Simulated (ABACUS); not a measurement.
# How a calculation on SiC (P6_3mc, 8 atoms in the cell; from Materials Project mp-11714, lattice scaled a little) responds to its settings

```
CELL_PARAMETERS angstrom
      3.13567     0.00000     0.00000
     -1.56783     2.71557     0.00000
      0.00000     0.00000    10.26703
ATOMIC_POSITIONS crystal
  Si 0.66667 0.33333 0.93784
  Si 0.33333 0.66667 0.43784
  Si 0.00000 0.00000 0.68789
  Si 0.00000 0.00000 0.18789
  C  0.66667 0.33333 0.74980
  C  0.33333 0.66667 0.24980
  C  0.00000 0.00000 0.50046
  C  0.00000 0.00000 0.00046
```

Base run A: LDA (PW92), PseudoDojo 0.4 standard norm-conserving LDA (tails mended) pseudopotentials run with ABACUS 3.10.1, self-consistent single point.

Its settings: KPT = Gamma 10 10 3 0 0 0; basis_type = pw; dft_functional = PWLDA; ecutwfc = 82 Ry; smearing_method = fixed; potentials = PseudoDojo 0.4 standard norm-conserving LDA (tails mended); symmetry = 1; symmetry_prec = 1e-05; ks_solver = dav_subspace; scf_nmax = 100; scf_thr = 1.0e-09 Ry; mixing_type = broyden.

The structure comes from a collection of computed structures, made at another level of theory; the collection holds predicted forms beside known ones. Its lattice was then scaled.

ΔF is the free energy per atom less that of run A. 

A variant of run A gave: the free energy rises by 11.9 meV/atom, the pressure goes from -15.28 to -16.87 GPa and the largest force goes from 0.022 to 0.061 eV/Å.

Task: Which change was made?
A. lattice vector c scaled by 0.99
B. lattice vector c scaled by 0.98
C. lattice vector c scaled by 1.01
D. lattice vector c scaled by 1.02

Result: C, lattice vector c scaled by 1.01. That run gave: ΔF (meV/atom) 11.9; pressure (GPa) -16.87; largest force (eV/Å) 0.061.

The base and the other variants:

| change | ΔF (meV/atom) | pressure (GPa) | largest force (eV/Å) |
|---|---|---|---|
| base | 0.00 | -15.28 | 0.022 |
| lattice vector c scaled by 0.98 | -13.8 | -11.67 | 0.171 |
| lattice vector c scaled by 0.99 | -8.7 | -13.55 | 0.081 |
| lattice vector c scaled by 1.02 | 26.8 | -18.33 | 0.094 |

“Tails mended”: in these copies of the files the far tail of each local potential was reset to the Coulomb form.
